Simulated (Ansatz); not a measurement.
Values for one crystal, relaxed and computed with r²SCAN in the plane-wave PAW code Ansatz; other levels are named.

| Item | Value |
|---|---|
| Volume per atom | 16.63 Å³ |
| Electronic character | metallic (no gap) |
| Bulk modulus (Birch–Murnaghan fit) | 196 GPa |
| Density of states at the Fermi level | 1.1 states/eV per atom (mean over ±0.08 eV) |
| Pressure derivative B′ | 4.8 |
| Formation energy from the elements (no fitted shifts) | -0.33 eV/atom |

Which of these materials gives this?
(A) GdGa2, P6/mmm (Gd on 1a, Ga on 2d)
(B) Y3In5, Cmcm (Pearson symbol oS32)
(C) YRh5, P6/mmm (Rh on 2c, Y on 1a, Rh on 3g)
(D) Zr6Ga2Co, P-62m (Zr on 3f, Zr on 3g, Ga on 2c, Co on 1b)

C, YRh5, P6/mmm (Rh on 2c, Y on 1a, Rh on 3g)

The workflow started from an entry of the Crystallography Open Database (COD). Whether it is the stable phase at ambient conditions was not checked. Symmetry was held in the r²SCAN relaxation; its stability against distortions is not shown here. No spin polarisation was allowed. The references are the lowest solids computed at this level, not always the standard phases. Scalar-relativistic: spin–orbit coupling is off unless named, which matters more the heavier the elements.

Potentials: the later of the program's two PAW sets.
